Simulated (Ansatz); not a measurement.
The calculation used DFT PBE, scalar-relativistic, plane waves, PAW (Ansatz 0.2.0). Settings: cutoff 420 eV, Γ-centred meshes spaced at most about 0.3 Å⁻¹, and about 0.25 Å⁻¹ or finer for metals (2π included), Gaussian smearing. No spin polarisation in the final relaxations.

These are static total energies at zero pressure.

Two relaxed structures of Be₂SbP₃:

A.

```cif
data_structure
_symmetry_space_group_name_H-M 'P-3m1'
_symmetry_Int_Tables_number 164
_cell_length_a 6.7391
_cell_length_b 6.7391
_cell_length_c 5.3598
_cell_angle_alpha 90.000
_cell_angle_beta 90.000
_cell_angle_gamma 120.000
_cell_volume 210.80
loop_
_atom_site_label
_atom_site_type_symbol
_atom_site_symmetry_multiplicity
_atom_site_Wyckoff_symbol
_atom_site_fract_x
_atom_site_fract_y
_atom_site_fract_z
_atom_site_occupancy
Be1 Be 1 a 0.00000 0.00000 0.00000 1
Be2 Be 3 e 0.00000 0.50000 0.00000 1
Sb1 Sb 2 d 0.66667 0.33333 0.56121 1
P1 P 6 i 0.82345 0.17655 0.19570 1
```

B.

```cif
data_structure
_symmetry_space_group_name_H-M 'P1'
_symmetry_Int_Tables_number 1
_cell_length_a 3.7105
_cell_length_b 5.9288
_cell_length_c 10.5455
_cell_angle_alpha 102.095
_cell_angle_beta 95.501
_cell_angle_gamma 91.453
_cell_volume 225.55
loop_
_atom_site_label
_atom_site_type_symbol
_atom_site_symmetry_multiplicity
_atom_site_Wyckoff_symbol
_atom_site_fract_x
_atom_site_fract_y
_atom_site_fract_z
_atom_site_occupancy
Be1 Be 1 a 0.87510 0.53188 0.50779 1
Be2 Be 1 a 0.04789 0.70223 0.21852 1
Be3 Be 1 a 0.94093 0.69676 0.90168 1
Be4 Be 1 a 0.09486 0.10897 0.30173 1
Sb1 Sb 1 a 0.55432 0.04896 0.60217 1
Sb2 Sb 1 a 0.48543 0.17296 0.98888 1
P1 P 1 a 0.41486 0.61839 0.81943 1
P2 P 1 a 0.61895 0.29522 0.33443 1
P3 P 1 a 0.40655 0.48493 0.60836 1
P4 P 1 a 0.53904 0.51728 0.19223 1
P5 P 1 a 0.01506 0.86895 0.44059 1
P6 P 1 a 0.00702 0.95346 0.08418 1
```

**Question.** Which is lower in energy, and by how much?

**Answer.** B is lower, by 0.32 eV/atom. A has space group P-3m1 (No. 164), 17.6 Å³/atom and no gap on its mesh; B has space group P1 (No. 1), 18.8 Å³/atom and no gap. Counting P or Sb atoms around Be (for each partner element, those within 1.25 times its shortest distance or 1.15 times the sum of covalent radii, where it is the nearest in units of that sum or under 1.3; a plus sign parts groups by distance over the sum of covalent radii; a slash parts the counts of unlike sites), A has Be 6/4+2+2 and B has Be 3/4. B holds P–P pairs (shortest 2.20 Å); in A the shortest P–P distance is 2.94 Å. Both come from invented guesses.

Weakly bound directions are ill-defined at this level, which has no dispersion term (P-3m1), and this can change margins and order among such cells. These runs have no spin–orbit coupling, which can matter for Sb. Cells relaxed within their symmetry can be saddle points.
